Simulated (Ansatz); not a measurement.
**Sb2Pt, one structure, two calculations**

Cell: an entry of the Crystallography Open Database (COD), its atoms then relaxed with PBE in this cell.

Space group Pa-3 (No. 205); a = 6.4410 Å.

```
site  Wyckoff  site symmetry       x       y       z
  Sb       8c            .3.  0.3744  0.3744  0.3744
  Pt       4a           .-3.  0.0000  0.0000  0.0000
```

One atom of each set is listed.

First run. Method: Kohn–Sham DFT in Ansatz, PBE, plane waves and PAW, scalar-relativistic, 420 eV cutoff, Γ-centred 5×5×5 k-points, Fermi–Dirac smearing 0.05 eV.

```
site  V_zz (10²¹ V/m²)     η
  Sb              6.59  0.00
  Pt             -6.98  0.00
```

Second run. The same atoms and settings, except that spin–orbit coupling is included (fully relativistic PAW files).

**Question.** Given the first result, estimate the second.

**Answer.** 

```json
{"site": "Sb", "V_zz": "6.56", "η": "0.00", "change of V_zz": "-0.03"}
{"site": "Pt", "V_zz": "-7.45", "η": "0.00", "change of V_zz": "-0.47"}
```

The largest change of V_zz is on Pt, from -6.98 to -7.45. In per cent, |V_zz| changes by 0 on Sb, +7 on Pt (all sites that start above 2).

At this cell the PBE pressure is 6 GPa, so with PBE the cell would grow if it were relaxed. The run finds no gap above 0.1 eV (a metal, or nearly one), so the gradients can move by 10 % or more with the k-mesh. With these PAW files V_zz is typically within 2 to 3 % of all-electron values, but misses above 10 % occur on Sb.
